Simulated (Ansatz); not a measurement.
Tl₃Mo, a known structure type with other elements, at an estimated volume

```xyz
8
Lattice="3.3819 5.8576 0.0000 -3.3819 5.8576 0.0000 0.0000 0.0000 5.3927" Properties=species:S:1:pos:R:3 pbc="T T T"
Mo   -0.0003    3.9053    1.3482
Mo   -0.0003    7.8100    4.0445
Tl    0.0000    9.7588    1.3482
Tl   -1.6876    4.8794    4.0445
Tl   -1.6876    6.8359    1.3482
Tl    0.0000    1.9565    4.0445
Tl    1.6876    6.8359    1.3482
Tl    1.6876    4.8794    4.0445
```

Single point in Ansatz 0.2.0 with PBE, no spin polarisation. Cutoff 420 eV, PAW datasets, 6×6×6 Γ-centred k mesh, fermi-dirac filling (width 0.1 eV).

- Electronic structure: It is a metal, with about 14 states/eV a cell as the mean within 0.25 eV of the Fermi level, mostly Mo d (78 %) and Tl p (12 %).
- Forces: The largest is on Tl4 (and as large on other atoms): 0.58 eV/Å, components (0.51, -0.29, 0.00). It makes 54° with the line to a nearest neighbour, Mo1 at 3.33 Å.
- Stress: The pressure is -5.5 GPa (compression positive), so with the atoms held at these fractions the cell would first shrink. The principal stresses -6.7, -6.7, -3.2 GPa differ, so its shape would change too.
- Contacts: Mo–Tl at 3.33 Å: least valence density 0.15 e/Å³ and ELF 0.27 there. Tl–Tl at 3.33 Å: least valence density 0.14 e/Å³ and ELF 0.17 there. Both are smooth PAW fields, read partly inside the augmentation spheres.

Origin: a known structure type with other elements, at an estimated volume, so it need not be a known compound. Caveats: many states at the Fermi level without spin polarisation, so a magnetic state may lie lower.
